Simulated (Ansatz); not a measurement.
Starting cell, TiSi$_{2}$ (C54 type, space group Fddd):

```yaml
crystal:
  lattice:
    - [0.00000, 8.26485, 8.56481]
    - [2.40310, 0.00000, 4.28241]
    - [2.40310, 4.13243, 0.00000]
  atoms:
    - { symbol: Si, position: [0.33151, 0.33699, 0.66301] }
    - { symbol: Si, position: [0.83151, 0.33699, 0.66301] }
    - { symbol: Si, position: [0.16849, 0.66301, 0.33699] }
    - { symbol: Si, position: [0.66849, 0.66301, 0.33699] }
    - { symbol: Si, position: [0.29349, 0.91301, 0.58699] }
    - { symbol: Si, position: [0.79349, 0.91301, 0.58699] }
    - { symbol: Si, position: [0.45651, 0.58699, 0.91301] }
    - { symbol: Si, position: [0.95651, 0.58699, 0.91301] }
    - { symbol: Ti, position: [0.00000, 0.00000, 0.00000] }
    - { symbol: Ti, position: [0.50000, 0.00000, 0.00000] }
    - { symbol: Ti, position: [0.12500, 0.25000, 0.25000] }
    - { symbol: Ti, position: [0.62500, 0.25000, 0.25000] }
```

The atoms are displaced by Q × the pattern below (from a DFPT mode at L = (0.5, 0.0, 0.0), largest move 1; Q in Å), at fixed cell. (q is in reciprocal vectors of the primitive cell; the cell shown is doubled to hold the pattern.)

| atom | x | y | z |
|---|---|---|---|
| Si1 | 0.264 | -0.592 | -0.375 |
| Si2 | -0.264 | 0.592 | 0.375 |
| Si3 | -0.559 | -0.194 | 0.806 |
| Si4 | 0.559 | 0.194 | -0.806 |
| Si5 | 0.264 | -0.592 | -0.375 |
| Si6 | -0.264 | 0.592 | 0.375 |
| Si7 | -0.559 | -0.194 | 0.806 |
| Si8 | 0.559 | 0.194 | -0.806 |
| Ti9 | -0.065 | -0.652 | -0.446 |
| Ti10 | 0.065 | 0.652 | 0.446 |
| Ti11 | 0.065 | 0.652 | 0.446 |
| Ti12 | -0.065 | -0.652 | -0.446 |

These are PBE (plane waves to 420 eV, PAW, scalar-relativistic; Ansatz, an electronic-structure program) values and carry that method's errors. k mesh 7×13×13 (Γ-centred), Fermi-Dirac smearing 0.05 eV. Energies are smeared free energies. With partly filled bands, energies and forces of such displacements shift with the k mesh and the smearing. The PAW data are Ansatz's earlier set. TiSi2 is run without spin polarisation. TiSi2 was relaxed with its symmetry unable to fall. ΔE is measured from the undisplaced structure. The last digit holds for this mesh only.

```
Q (Å)    ΔE (meV/cell)
-------  -------------
-0.2800         2962.3
-0.2333       withheld
-0.1867         1179.9
-0.1400          639.2
-0.0933          276.6
-0.0467           68.1
0.0000             0.0
0.0467            68.1
0.0933           276.6
0.1400           639.2
0.1867          1179.9
0.2333        withheld
0.2800          2962.3
```

Q: Fit an even polynomial form (powers 2, 4, 6) to the given rows and predict ΔE at Q = 0.2333.

A: Least squares on the 11 given rows: ΔE = (31130)·Q² + (72670)·Q⁴ + (156100)·Q⁶, in meV/cell with Q in Å; root-mean-square residual 0.11 meV/cell. At 0.2333 the fit gives 1934.8 meV/cell; the calculation gives 1936.1 meV/cell, so the interpolation is off by -1.3 (-0.1 %). The quadratic term alone would give 1694.4 meV/cell.

(For displaced atoms, the force is minus the slope of the energy, and its curvature is a force constant, which sets phonon frequencies.)
